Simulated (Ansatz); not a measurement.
Given:

SiNi2:
```
CELL_PARAMETERS angstrom
      4.87779     0.00000     0.00000
      0.00000     3.66097     0.00000
      0.00000     0.00000     6.93770
ATOMIC_POSITIONS crystal
  Si 0.29116 0.25000 0.61332
  Si 0.70884 0.75000 0.38668
  Si 0.20884 0.75000 0.11332
  Si 0.79116 0.25000 0.88668
  Ni 0.45800 0.25000 0.29279
  Ni 0.54200 0.75000 0.70721
  Ni 0.04200 0.75000 0.79279
  Ni 0.95800 0.25000 0.20721
  Ni 0.32884 0.25000 0.93965
  Ni 0.67116 0.75000 0.06035
  Ni 0.17116 0.75000 0.43965
  Ni 0.82884 0.25000 0.56035
```

This is the LDA-relaxed structure.

Task: All from LDA in the plane-wave PAW code Ansatz, unless another level is named. Give the electronic character.

Result: metallic (no gap).

Task: What about the density of states at the Fermi level?

Result: 0.51 states/eV per atom (mean over ±0.08 eV).

Task: What about the formation energy from the elements (no fitted shifts)?

Result: -0.65 eV/atom.

Space group Pnma. The LDA relaxation kept the symmetry of its start; of distortions, only those at the zone centre were tested. The run is not spin-polarised. The references are the lowest solids computed at this level, not always the standard phases.

Potentials: the later of the program's two PAW sets.
